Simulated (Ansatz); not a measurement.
MoP: structures and their energies

13 relaxations of MoP ended in 13 distinct structures. Computed with PBEsol (plane waves to 420 eV, PAW, scalar-relativistic; Ansatz, a first-principles code).

```tsv
#	space group	Pearson	type	E − E(lowest) (eV/atom)	V (Å³/atom)	coordination	runs ending here
1	P-6m2	hP2	–	0.00	14.13	–	1
2	I4₁md	tI8	–	0.04	14.17	–	1
3	P4/nmm	tP4	AFLOW prototype AB_tP4_129_c_c (B11, as in TiCu)	0.17	13.55	–	1
4	P2₁3	cP8	AFLOW prototype AB_cP8_198_a_a (B20, as in FeSi)	0.19	13.78	–	1
5	Pm-3m	cP2	CsCl type	0.28	13.16	Mo 8 (cubic), P 8 (cubic)	1
6	P2₁/m	mP8	–	0.31	13.87	–	1
7	P6₃/mmc	hP8	–	0.34	14.13	–	1
8	P4₂/mnm	tP8	–	0.64	14.64	–	1
9	P6/mmm	hP6	AFLOW prototype AB_hP6_191_f_ad (B35, as in CoSn)	0.66	16.04	–	1
10	P6₃mc	hP12	–	0.66	15.77	–	1
11	Fm-3m	cF8	rock salt type	0.70	14.71	P 6 (octahedral), Mo 6 (octahedral)	1
12	P6₃/mmc	hP12	–	0.72	15.48	–	1
13	P6/mmm	hP6	–	1.99	25.45	–	1
```

Coordination numbers (neighbours up to the widest gap in distance over summed covalent radii, below 1.35; n+m marks a second, longer set; metal–metal contacts left out). All are gapless at this level. P-6m2, hP2 is the lowest of the structures calculated here.

MoP is taken in the hexagonal space group P-6m2 (No. 187), Pearson symbol hP2. Cell: a = 3.2063 Å, b = 3.2063 Å, c = 3.1738 Å, α = 90.00°, β = 90.00°, γ = 120.00°. Mo on 1a has 6 P at 2.438 Å and 8 Mo at 3.174–3.206 Å. P on 1f is coordinated by 6 Mo at 2.438 Å (trigonal prismatic). (Neighbours: up to the widest gap in distance over summed covalent radii, below 1.35, at either atom; cation-cation and far metal-metal contacts left out.)

Probably no minimum, since a slightly shaken restart fell lower: P4₂/mnm, tP8 (by 0.33 eV/atom, to P2₁/m). 1 run with a doubtful electronic state, a coarser numerical grid, an end not at rest or a source that can't be used is left out. Each run could gain symmetry but not lose that of its start, so entries can be saddle points. All of these are generated cells (placed on structure types, drawn at random, substituted or restacked) that were not matched to a known phase here. The real structure of this composition may not be among these. Energies are at zero temperature and pressure, without zero-point motion. No spin polarisation in the result.
